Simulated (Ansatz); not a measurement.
W:
```xyz
8
Lattice="5.0320 0.0000 0.0000 0.0000 5.0320 0.0000 0.0000 0.0000 5.0320" Properties=species:S:1:pos:R:3 pbc="T T T"
W      0.0000     0.0000     0.0000
W      2.5160     2.5160     2.5160
W      0.0000     2.5160     1.2580
W      0.0000     2.5160     3.7740
W      1.2580     0.0000     2.5160
W      3.7740     0.0000     2.5160
W      2.5160     3.7740     0.0000
W      2.5160     1.2580     0.0000
```

This is the PBEsol-relaxed structure.

**Question.** All from DFT-PBEsol in the program Ansatz with PAW potentials, unless another level is named. Predict the density of states at the Fermi level.

**Answer.** 0.31 states/eV per atom (mean over ±0.08 eV).

**Question.** Predict the gap with spin–orbit coupling.

**Answer.** none (metallic).

Space group Pm-3n (A15 (β-W type)). The workflow started from an entry of the Crystallography Open Database (COD), which files this formula under 6 space groups. It is not the phase usual at ambient conditions (space group No. 229). The cell was relaxed with PBEsol under the symmetry of its start; of distortions, only those at the zone centre were tested. The run is not spin-polarised. Scalar-relativistic: spin–orbit coupling is off unless named, which matters more the heavier the elements.

Potentials: the later of the program's two PAW sets.
